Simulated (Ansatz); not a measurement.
The start is a randomly generated symmetric cell of TaN (space group No. 123). The cell and all atomic positions are relaxed at zero pressure with PBEsol (plane waves to 420 eV, PAW, scalar-relativistic; Ansatz, a first-principles code). The first steps use a coarse 8×8×3 k-mesh.

Initial structure:
```
TaN
1.0
    2.75018     0.00000     0.00000
    0.00000     2.75018     0.00000
    0.00000     0.00000     7.64164
N Ta
2 2
Cartesian
  0.00000   1.37509   3.82082
  1.37509   0.00000   3.82082
  1.37509   1.37509   1.86745
  1.37509   1.37509   5.77419
```

Task: What pressure does the first self-consistent step give?

Result: -11 GPa (negative: the cell is under tension).

Task: What is the largest force in the starting geometry, and on which atom (counted from 1)?

Result: About 1.8 eV/Å, on Ta3, Ta4 (atoms numbered as listed).

Task: How much energy is released per atom?

Result: 1.29 to 1.30 eV/atom (the two k-meshes of the run give this range).

Task: How does the volume per atom move from start to end?

Result: +4.2 %, from 14.45 to 15.06 Å³/atom.

Task: How do the shortest distances between atoms change?

Result: The closest pairs of elements (up to four, under 3.6 Å), start → end: N–N 1.94 → 2.38 Å; N–Ta 2.39 → 2.09 Å; Ta–Ta 2.75 → 2.47 Å.

Task: Is the relaxed structure metallic? Give its gap.

Result: No gap (metallic).

Task: Give the final cell and atomic positions.

Result: 
Space group P4/mmm (No. 123); a = 3.370 Å, b = 3.370 Å, c = 5.304 Å, α = 90.00°, β = 90.00°, γ = 90.00°

```json
[
 {"atom": "N", "site": "2e", "symmetry": "mmm.", "x": "0.0000", "y": "0.5000", "z": "0.5000"},
 {"atom": "Ta", "site": "2h", "symmetry": "4mm", "x": "0.5000", "y": "0.5000", "z": "0.2673"}
]
```

The space group stays P4/mmm (No. 123) (the run could not lower it), with 4 atoms in the primitive cell. Final values are on a 14×14×9 k-mesh of the relaxed cell. No spin polarisation in the result.

The run could not lose the symmetry of its start, so the end can be a saddle point.

The relaxed structure here is a generated cell of TaN: the first start was made by a random draw of sites in a space group, and the end was not matched to a known phase here, so it may be hypothetical. Known forms of TaN include space group No. 225.
